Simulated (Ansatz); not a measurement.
A: Li (bcc, W type), a = b = c = 3.435 Å, α = β = γ = 90.00°
B: InSb (zinc blende), a = b = c = 6.635 Å, α = β = γ = 90.00°
C: BeS (zinc blende), a = b = c = 4.876 Å, α = β = γ = 90.00°

Scan: energy against volume (even scaling of the relaxed cell, symmetry kept). All come from one method, each on a k mesh of its own. All were relaxed with their symmetry unable to fall. At this level the bands of InSb touch or barely overlap; measurements give the solid a gap. Spin-orbit coupling is left out.

### Question
Put the candidates in order of bulk modulus (fitted), lowest first, for PBE (plane waves to 420 eV, PAW, scalar-relativistic; Ansatz, a first-principles code).

### Answer
A (13.9 GPa), B (36.7 GPa), C (92.9 GPa)

(Under strain, the slope of the energy per volume gives the stress and its curvature an elastic modulus.)
